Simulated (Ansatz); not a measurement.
Below is a relaxed structure of Fe2Co3. The cell was found from a structure generator's guess, not taken from experiment.

Computed with Ansatz, DFT PBE, scalar-relativistic, plane waves, PAW. Cutoff 420 eV, Γ-centred mesh, Gaussian smearing, collinear spin.

```xyz
5
Lattice="2.0067 1.1586 4.0755 -2.0067 1.1586 4.0755 0.0000 -2.3171 4.0755" Properties=species:S:1:pos:R:3 pbc="T T T"
Fe    0.0000    0.0000    9.7764
Fe    0.0000    0.0000    2.4500
Co    0.0000    0.0000    7.3483
Co    0.0000    0.0000    0.0000
Co    0.0000    0.0000    4.8780
```

The zero of energy is the elements' standard structures at the same level; no fitted shifts are applied.

**Question.** What space group does it have?

**Answer.** R-3m (No. 166), with Fe and Co ordered on bcc sites. Conventional cell: a = 4.013 Å, c = 12.226 Å. Around Fe lie 5 Co at 2.43–2.46 Å, 3 Fe at 2.46 Å and 6 Co at 2.83–2.84 Å; Co on a site of symmetry 3m is surrounded by 4 Fe at 2.43–2.46 Å, 4 Co at 2.45–2.47 Å, 3 Co at 2.82 Å and 3 Fe at 2.84 Å; around Co on a site of symmetry -3m lie 2 Fe at 2.45 Å, 6 Co at 2.45 Å and 6 Fe at 2.83 Å.

**Question.** How far does it lie from the elements in energy?

**Answer.** +0.01 eV/atom. The formation energy is too near zero to say whether this cell lies below the elements.

**Question.** Is it a metal?

**Answer.** Yes, bands cross the Fermi level on the 12×12×12 mesh.

**Question.** Which magnetic moments does it keep?

**Answer.** 2.10 μB per atom net, the space between the atoms included; by site: Fe 2.6 (×2); Co 1.8 (×2), 1.9 μB.

The last run used collinear spin, a 12×12×12 mesh for its 5-atom cell and Gaussian smearing of 0.10 eV. The k mesh leaves some 4 meV/atom of noise in the energy of each metallic cell. Another magnetic order may lie lower. A later test with randomly moved atoms came back to the same energy, though modes that don't fit the test's cell weren't probed.
